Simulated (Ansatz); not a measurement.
# Zn₄As₃O in Ansatz, settings compared

Input:

```yaml
crystal:
  lattice:
    - [1.9903, 3.447294, 0.0]
    - [-1.9903, 3.447294, 0.0]
    - [0.0, -2.298196, 10.457337]
  atoms:
    - { symbol: O, position: [0.5, 0.5, 0.5] }
    - { symbol: Zn, position: [0.09206, 0.09206, 0.27618] }
    - { symbol: Zn, position: [0.90794, 0.90794, 0.72382] }
    - { symbol: Zn, position: [0.3006, 0.3006, 0.9018] }
    - { symbol: Zn, position: [0.6994, 0.6994, 0.0982] }
    - { symbol: As, position: [0.22599, 0.22599, 0.67797] }
    - { symbol: As, position: [0.77401, 0.77401, 0.32203] }
    - { symbol: As, position: [0.0, 0.0, 0.0] }
  symmetry: { tolerance: 0.0003 }
kpoints:
  mp_grid: { grid: [5, 5, 5], shift: [0, 0, 0] }
magnetization:
  spin_polarized: false
scf:
  occupations: { method: fermi_dirac }
hamiltonian:
  pseudopotentials: { kind: paw }
  xc: pbe
basis:
  ecutwfc: 420
output:
  forces: true
  stress: true
  eigenvalues: true
relax:
  max_steps: 40
  cell: {}
```

The command:

```bash
ansatz run input.yaml --threads 1 --pin off --max-ram 2560MiB --backend cpu --events-out ev --progress --plain --runs-dir out
```

Origin of the cell: a known structure type with other elements, at an estimated volume, so it need not be a known compound.

The smearing width isn't typed, so it takes its default of 0.1 eV.

Output of this run (shortened):

```
Warning: crystal.lattice misses the space group found at crystal.symmetry.tolerance 3.0e-4 in a digit that the deck types, which is why this is a warning: making the lattice exact moves one o […]
Pseudopotentials: kind: paw
Pseudopotential: O, paw, valence charge 6, recommended cutoff 420 eV (normal), O.paw.azcp
Pseudopotential: Zn, paw, valence charge 12, recommended cutoff 420 eV (normal), Zn.paw.azcp
Pseudopotential: As, paw, valence charge 15, recommended cutoff 420 eV (normal), As.paw.azcp
Functional definition: PBE
  exchange = pbe_x(kappa = kappa, mu = beta*pi^2/3)
  correlation = pbe_c(beta = beta)
Crystal: 8 atoms, lattice volume = 143.499 Å³
Basis set: ecut = 420 eV, 2819 PW (Γ), exchange–correlation on 54×54×144 points (8 copies of the dense FFT grid, shifted against one another)
Bands: 60, of which v1, the nominal top of the filled ones, is band 50 counted from 1 (49 counted from 0)
Symmetry: 12 space group operations
[… 8 lines left out …]
Initial density: superposition of atomic densities (neutral atoms: chi_scale 0, normalization atom), corrected by the library's trained network
Functional: x = pbe(κ = 0.804, μ = 0.219515), c = pbe(β = 0.066725)
SCF iter   1: F=—  HF=-28407.066140 eV  Δρ=6.07e-3  dr2=1.23e-1  defer=22
SCF iter   2: F=—  HF=-28407.061547 eV  Δρ=3.51e-3  dr2=2.27e-2  defer=29
SCF iter   3: F=—  HF=-28407.061304 eV  Δρ=2.44e-3  dr2=7.01e-3  defer=29
SCF iter   4: F=—  HF=-28407.059905 eV  Δρ=1.00e-3  dr2=1.51e-3  defer=29
SCF iter   5: F=—  HF=-28407.059580 eV  Δρ=2.34e-4  dr2=1.30e-4  defer=28
SCF iter   6: F=—  HF=-28407.059579 eV  Δρ=9.99e-5  dr2=9.48e-6  defer=28
SCF iter   7: F=—  HF=-28407.059523 eV  Δρ=3.72e-5  dr2=2.15e-6  defer=28
SCF iter   8: F=—  HF=-28407.059522 eV  Δρ=1.12e-5  dr2=3.64e-7  defer=28
SCF iter   9: F=-28407.059522 eV  HF=-28407.059522 eV  Δρ=5.55e-6  dr2=7.20e-8
relax step   1: F+E_penalty+E_count = -28407.059522 eV  Δ(F+E_penalty+E_count) = +0.000e0 eV  max|allowed force component| = 2.090e0 eV/Å  Δτ_max = 0.0000 Å  P = +7.809 GPa  Ω = 143.499 Å³  ( […]
relax step   2: F+E_penalty+E_count = -28407.746241 eV  Δ(F+E_penalty+E_count) = -6.867e-1 eV  max|allowed force component| = 1.107e0 eV/Å  Δτ_max = 0.1944 Å  P = +2.637 GPa  Ω = 147.421 Å³ […]
relax step   3: F+E_penalty+E_count = -28408.029148 eV  Δ(F+E_penalty+E_count) = -2.829e-1 eV  max|allowed force component| = 6.140e-1 eV/Å  Δτ_max = 0.1949 Å  P = +0.693 GPa  Ω = 147.104 Å³ […]
relax step   4: F+E_penalty+E_count = -28408.213324 eV  Δ(F+E_penalty+E_count) = -1.842e-1 eV  max|allowed force component| = 4.005e-1 eV/Å  Δτ_max = 0.1930 Å  P = -0.498 GPa  Ω = 145.486 Å³ […]
relax step   5: F+E_penalty+E_count = -28408.309990 eV  Δ(F+E_penalty+E_count) = -9.667e-2 eV  max|allowed force component| = 2.448e-1 eV/Å  Δτ_max = 0.1143 Å  P = -0.237 GPa  Ω = 142.808 Å³ […]
[… 2 lines left out …]
relax step   8: F+E_penalty+E_count = -28408.366563 eV  Δ(F+E_penalty+E_count) = +1.090e-5 eV  max|allowed force component| = 7.393e-2 eV/Å  Δτ_max = 0.0369 Å  P = +0.095 GPa  Ω = 141.353 Å³ […]
relax step   9: F+E_penalty+E_count = -28408.368654 eV  Δ(F+E_penalty+E_count) = -2.081e-3 eV  max|allowed force component| = 1.980e-3 eV/Å  Δτ_max = 0.0160 Å  P = -0.008 GPa  Ω = 141.328 Å³ […]
relax step  10: F+E_penalty+E_count = -28408.366829 eV  Δ(F+E_penalty+E_count) = +1.825e-3 eV  max|allowed force component| = 2.028e-3 eV/Å  Δτ_max = 0.0000 Å  P = -0.041 GPa  Ω = 141.328 Å³  stress off target by 6.31e-2 GPa […]
relax step  11: F+E_penalty+E_count = -28408.366971 eV  Δ(F+E_penalty+E_count) = -1.415e-4 eV  max|allowed force component| = 1.822e-3 eV/Å  Δτ_max = 0.0031 Å  P = +0.003 GPa  Ω = 141.217 Å³ […]
relax step  12: F+E_penalty+E_count = -28408.366863 eV  Δ(F+E_penalty+E_count) = +1.072e-4 eV  max|allowed force component| = 1.818e-3 eV/Å  Δτ_max = 0.0000 Å  P = +0.003 GPa  Ω = 141.217 Å³  stress off target by 6.73e-3 GPa […]
SCF 12 converged in 4 iterations: F = -28408.366863 eV  dr2 = 6.83e-11
basis re-selected at this cell: Δ(F+E_penalty+E_count) = +1.072e-4 eV, ΔP = -0.000 GPa vs the last step (what re-selecting the basis moved, of the pressure what is left beyond the Pulay corre […]
SCF converged after 4 iterations
Free energy (F): -28408.366863 eV
Harris-Foulkes:  -28408.366863 eV  (|F-HF|=5.42e-10)
Internal energy: -28408.223545 eV  (E = F + TS)
E sigma→0 (E₀):  -28408.295204 eV
Entropy (-TS):   -0.143318 eV (-17.915 meV/atom)
Fermi energy:    9.249209 eV
--- Per-component energies (eV) ---
  E_band       = -600.605436
  E_kinetic    = 998.692932
  E_local      = -11989.001589  (includes V_loc(G=0)·N_el)
  E_nonlocal   = 481.994949
  E_hartree    = 5675.661740
  E_xc         = -858.778359
  E_vxc        = -537.398346  (∫ρ·V_xc dr)
  E_paw        = -12962.000930  (= ΣΔE_a)
  E_vpaw       = -906.217055  (= ΣTr[D̂ρ^β])
  E_aug_tail   = 0.000851  (compensation charges beyond the density's cutoff)
  E_ewald      = -9754.793139
  E_smearing   = -0.143318  (= −TS)
  Σ components = -28408.366863   (vs F -28408.366863, Δ=0.00e0)
--- Forces (eV/Å), atoms counted from 1 ---
  atom   1  O      0.000000     0.000000     0.000000
  atom   2  Zn    -0.000000     0.000000     0.001491
  atom   3  Zn     0.000000    -0.000000    -0.001491
  atom   4  Zn    -0.000000     0.000000     0.001818
  atom   5  Zn     0.000000    -0.000000    -0.001818
  atom   6  As    -0.000000     0.000000    -0.000751
  atom   7  As     0.000000     0.000000     0.000751
  atom   8  As     0.000000    -0.000000     0.000000
  max |Σ_I F_I| component: 1.27e-17 eV/Å
--- Stress (GPa, compression-positive) ---
        0.006732      -0.000000       0.000000
       -0.000000       0.006732      -0.000000
        0.000000      -0.000000      -0.004177
  P = ⅓ Tr σ = 0.0031 GPa (0.031 kbar)
--- Relaxed structure (10 steps of the walk, 9 accepted, 2 SCFs on fresh bases) ---
  F+E_penalty+E_count = -28408.366863 eV   max|allowed force component| = 1.818e-3 eV/Å   (the final SCF, on the basis selected at the relaxed cell)
  cell:  # Å, volume = 141.2168 Å³
    - [1.973458, 3.418130, -1.834e-18]
    - [-1.973458, 3.418130, -7.301e-19]
    - [-2.901e-18, -2.278753, 10.467423]
  atoms:
    - { symbol: O, position: [0.500000, 0.500000, 0.5] }
    - { symbol: Zn, position: [0.088505, 0.088505, 0.265514] }
    - { symbol: Zn, position: [0.911495, 0.911495, 0.734486] }
    - { symbol: Zn, position: [0.291766, 0.291766, 0.875297] }
    - { symbol: Zn, position: [0.708234, 0.708234, 0.124703] }
    - { symbol: As, position: [0.207229, 0.207229, 0.621686] }
    - { symbol: As, position: [0.792771, 0.792771, 0.378314] }
    - { symbol: As, position: [-1.123e-19, -1.123e-19, -3.369e-19] }
```

The same input was run again with these changes:

1. `scf.lower_state_search` default → light; `scf.occupations.method` fermi_dirac → methfessel_paxton; `scf.occupations.width` default → 0.05
2. `scf.mixing.preconditioner` default → resta
3. `relax.f_tol` default → 0.02; `relax.max_displacement` default → 0.3; `magnetization` { spin_polarized: false } → { spin_polarized: true } (starts: ferro); `basis.xc_grid` default → 4; typed moments: O1 2, Zn2 3, Zn3 1, Zn4 1, Zn5 2, As6 3, As7 3, As8 2

```csv
run,end,SCF iterations,volume (Å³/atom),max force component (eV/Å),moment (μB),ΔE(σ→0) (meV/atom)
base,converged,95,17.65,0.002,–,0
1,converged,133,17.66,0.001,–,1.65
2,converged,112,17.65,0.002,–,0.00
3,cut by time,478,–,–,–,–
```

Energies are compared only where functional, datasets, charge and starting cell are the same.

Caveats of the base run: no moments, though an odd count or open d shells may carry them; the k mesh is coarse if the cell is a metal; the relaxation held the start's symmetry, so the end may be a saddle point.

The base run took 89 s on 1 thread of Intel(R) Xeon(R) Platinum 8488C (Sapphire Rapids), with other jobs on the host, peak memory 0.55 GiB, from the program's own first density.
